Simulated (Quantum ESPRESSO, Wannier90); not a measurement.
## Wannier functions of TaS$_{2}$ (CdI2 type)

```
begin unit_cell_cart
ang
    3.3828601310    0.0000000000    0.0000000000
   -1.6914300655    2.9296428109    0.0000000000
    0.0000000000    0.0000000000    6.1679800000
end unit_cell_cart
begin atoms_frac
Ta   0.0000000000  0.0000000000  0.0000000000
S   -0.3333333333  0.3333333333 -0.2457200000
S    0.3333333333 -0.3333333333  0.2457200000
end atoms_frac
```

Structure: Materials Project mp-1690, symmetrised, not relaxed again. COD (Crystallography Open Database) has the formula in 4 space groups, this one among them (matched by group alone). Computed values, not measurements, from PBEsol: Quantum ESPRESSO (norm-conserving PseudoDojo potentials, cutoff 47 Ry, no spin polarisation, no spin-orbit coupling) on a Γ-centred 12×12×6 mesh, then Wannier90. Density: 12×12×6 mesh, cold smearing 0.01 Ry. The cell is built of weakly bound layers, chains or molecules, whose nearest atoms lie 3.70 Å apart. Database cells relaxed without dispersion often hold them too far apart, which can enlarge gaps and weakens couplings between them; spacing and stacking were not compared with the measured crystal. Spin-orbit coupling is left out although heavy elements are present.

A tight-binding model is made by disentanglement and projection with no localisation steps (num_iter = 0), so the 11 orbitals stay atom-like: hydrogen-like Ta: d; S: p, axes along x, y, z; frozen window up to 1.50 eV relative to the Fermi level. It follows pw.x to 0.8 meV rms for states up to 1.0 eV relative to the Fermi level. Matrix elements depend on this choice of orbitals and windows.

The 45 largest hoppings ⟨m,0|H|n,R⟩ between different sites (one of each Hermitian pair; signs follow the real orbitals' lobes; the list may end inside a set of equal values):

```
m                    n      R  distance of the centres (Å)  t (eV)
----------  ----------  -----  ---------------------------  ------
Ta1 dyz          S3 py  0 1 0                         2.40   1.795
S2 py          Ta1 dyz  0 1 0                         2.40  -1.795
Ta1 dxz          S2 px  1 0 0                         2.41  -1.168
S3 px          Ta1 dxz  1 0 0                         2.41   1.168
S2 px          Ta1 dxz  0 0 0                         2.41  -1.168
S3 px          Ta1 dxz  0 0 0                         2.41   1.168
Ta1 dx2-y2       S3 pz  0 1 0                         2.52  -1.141
S2 pz       Ta1 dx2-y2  0 1 0                         2.52   1.141
S3 py          Ta1 dxz  1 0 0                         2.43   1.086
Ta1 dxz          S2 py  1 0 0                         2.43  -1.086
Ta1 dyz          S2 px  1 0 0                         2.41  -1.086
S3 px          Ta1 dyz  1 0 0                         2.41   1.086
S2 px          Ta1 dyz  0 0 0                         2.41   1.086
S2 py          Ta1 dxz  0 0 0                         2.43   1.086
S3 px          Ta1 dyz  0 0 0                         2.41  -1.086
S3 py          Ta1 dxz  0 0 0                         2.43  -1.086
Ta1 dxy          S2 pz  1 0 0                         2.52  -0.988
S3 pz          Ta1 dxy  1 0 0                         2.52   0.988
S2 pz          Ta1 dxy  0 0 0                         2.52   0.988
S3 pz          Ta1 dxy  0 0 0                         2.52  -0.988
Ta1 dxy          S3 px  0 1 0                         2.44  -0.911
S2 px          Ta1 dxy  0 1 0                         2.44   0.911
S2 py       Ta1 dx2-y2  0 0 0                         2.43   0.861
S3 py       Ta1 dx2-y2  0 0 0                         2.43  -0.861
Ta1 dx2-y2       S2 py  1 0 0                         2.43   0.861
S3 py       Ta1 dx2-y2  1 0 0                         2.43  -0.861
Ta1 dyz          S3 pz  0 1 0                         2.52   0.860
S2 pz          Ta1 dyz  0 1 0                         2.52  -0.860
S2 px            S2 px  1 0 0                         3.38   0.775
S3 px            S3 px  1 0 0                         3.38   0.775
Ta1 dxy          S2 px  1 0 0                         2.41   0.762
S3 px          Ta1 dxy  1 0 0                         2.41  -0.762
S3 px          Ta1 dxy  0 0 0                         2.41  -0.762
S2 px          Ta1 dxy  0 0 0                         2.41   0.762
S2 pz          Ta1 dz2  0 0 0                         2.52   0.758
S3 pz          Ta1 dz2  0 0 0                         2.52  -0.758
Ta1 dz2          S3 pz  0 1 0                         2.52  -0.758
S2 pz          Ta1 dz2  0 1 0                         2.52   0.758
Ta1 dz2          S2 pz  1 0 0                         2.52   0.758
S3 pz          Ta1 dz2  1 0 0                         2.52  -0.758
Ta1 dxz          S2 pz  1 0 0                         2.52   0.744
S3 pz          Ta1 dxz  1 0 0                         2.52  -0.744
S2 pz          Ta1 dxz  0 0 0                         2.52  -0.744
S3 pz          Ta1 dxz  0 0 0                         2.52   0.744
Ta1 dxz          S3 px  0 1 0                         2.44  -0.714
```
